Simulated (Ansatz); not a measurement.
ZnGa$_{11}$Co$_{4}$:
```yaml
crystal:
  lattice:
    - [6.17989, 0.00000, 0.00000]
    - [0.00000, 6.32069, 0.00000]
    - [-0.01416, 0.00000, 6.23697]
  atoms:
    - { symbol: Zn, position: [0.50000, 0.00000, 0.00000] }
    - { symbol: Ga, position: [0.35030, 0.76423, 0.66089] }
    - { symbol: Ga, position: [0.64970, 0.23577, 0.33911] }
    - { symbol: Ga, position: [0.64970, 0.76423, 0.33911] }
    - { symbol: Ga, position: [0.35030, 0.23577, 0.66089] }
    - { symbol: Ga, position: [0.15426, 0.25439, 0.14963] }
    - { symbol: Ga, position: [0.84574, 0.74561, 0.85037] }
    - { symbol: Ga, position: [0.84574, 0.25439, 0.85037] }
    - { symbol: Ga, position: [0.15426, 0.74561, 0.14963] }
    - { symbol: Ga, position: [0.00000, 0.50000, 0.50000] }
    - { symbol: Ga, position: [0.00000, 0.00000, 0.50000] }
    - { symbol: Ga, position: [0.50000, 0.50000, 0.00000] }
    - { symbol: Co, position: [0.15579, 0.50000, 0.84320] }
    - { symbol: Co, position: [0.84421, 0.50000, 0.15680] }
    - { symbol: Co, position: [0.34145, 0.00000, 0.35218] }
    - { symbol: Co, position: [0.65855, 0.00000, 0.64782] }
```

Relaxed with r²SCAN. Special points in fractions of this cell's reciprocal vectors: Γ (0.000, 0.000, 0.000); Z (0.000, 0.500, 0.000); D (0.000, 0.500, 0.500); B (0.000, 0.000, 0.500); A (-0.500, 0.000, 0.500); E (-0.500, 0.500, 0.500); C2 (-0.500, 0.500, 0.000); Y2 (-0.500, 0.000, 0.000).

### Question
List the band energies nearest the Fermi level at these points for the program Ansatz at the r²SCAN level (PAW).

### Answer
In eV from the Fermi level; about four levels below and three above (degenerate sets whole), none deeper than 8.9 eV; points with the same levels are listed once.

```tsv
k	below	above
Γ	-0.19 -0.17 -0.17 -0.03	0.10 1.18 1.37
Z	-1.42 -1.35 -1.30 -0.23	0.04 0.42 0.56
D	-1.14 -0.96 -0.08 -0.04	0.60 0.61 1.17
B	-1.19 -1.16 -0.24 -0.16	0.45 0.47 0.70
A	-1.10 -0.98 -0.24 -0.05	0.91 1.04 1.91
E	-1.07 -1.05 -0.55 -0.52	0.48 0.57 0.92
C2	-1.45 -1.00 -0.84 -0.02	0.10 0.51 0.64
Y2	-1.28 -1.15 -0.28 -0.14	0.45 0.48 0.80
```

Space group P2/m. The first step of the workflow began from a Materials Project structure, measured or hypothetical; the Crystallography Open Database copy checked does not list it. With Zn and Ga taken as one species the cell has the higher symmetry P4_2/mnm, so it may be an ordered model of a mixed-site phase. Its standing as an ambient phase is unchecked. The r²SCAN relaxation kept the symmetry of its start; its stability against distortions is not shown here. The run is not spin-polarised. Spin–orbit coupling is left out wherever it is not named.

Potentials: the later of the program's two PAW sets.
